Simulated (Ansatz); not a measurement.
InAs (zinc blende)

```
InAs
1.0
    0.00000     6.10911     6.10911
    3.05455     0.00000     3.05455
    3.05455     3.05455     0.00000
As In
2 2
Direct
  0.37500   0.75000   0.75000
  0.87500   0.75000   0.75000
  0.00000   0.00000   0.00000
  0.50000   0.00000   0.00000
```

Two-dimensional scan of atom 3 (In, nearest neighbour As at 2.645 Å; its periodic images, 4.3 Å or more away, move with it): u runs along (1.000, 0.000, 0.000), v along (0.000, 1.000, 0.000) (Cartesian). Cell and other atoms are fixed.

Calculation: r2SCAN (plane waves to 500 eV, PAW, scalar-relativistic; Ansatz, a quantum-chemistry and plane-wave program). k mesh 4×8×8 (Γ-centred), Fermi-Dirac smearing 0.05 eV. Compression counts positive. As the smearing reaches across the gap at some points, energies and forces of such displacements shift with the k mesh and the smearing. InAs was relaxed with its symmetry unable to fall. The last digit holds for this mesh only.

Changes of P (GPa) from the point u = 0.000 Å, v = 0.000 Å when one coordinate moves alone (two changes are said to add if the coupling is within 5 % of the smaller one, nearly so within 20 %):

```
point                      change
-------------------------  ------
u = 0.000 Å, v = -0.660 Å    4.17
u = 0.000 Å, v = -0.330 Å    1.17
u = -0.660 Å, v = 0.000 Å    4.50
u = -0.330 Å, v = 0.000 Å    1.22
u = 0.330 Å, v = 0.000 Å     1.17
u = 0.660 Å, v = 0.000 Å     4.17
u = 0.000 Å, v = 0.330 Å     1.22
u = 0.000 Å, v = 0.660 Å     4.50
```

Task: What is the change at u = -0.660 Å, v = 0.660 Å, where both move, and how far is it from the sum?

Result: The sum of the single changes is 4.50 + (4.50) = 9.00; the calculation gives 13.16, so the coupling contributes 4.16 (over 20 % of the smaller single change, not additive).

Task: Do the two effects add at u = 0.660 Å, v = -0.330 Å? Give the computed change.

Result: The sum of the single changes is 4.17 + (1.17) = 5.34; the calculation gives 6.57, so the coupling contributes 1.23 (over 20 % of the smaller single change, not additive).

Task: What is the change at u = -0.330 Å, v = -0.330 Å, where both move, and how far is it from the sum?

Result: The sum of the single changes is 1.22 + (1.17) = 2.39; the calculation gives 2.56, so the coupling contributes 0.17 (under 20 % of the smaller single change, nearly additive).

(For displaced atoms, the force is minus the slope of the energy, and its curvature is a force constant, which sets phonon frequencies.)
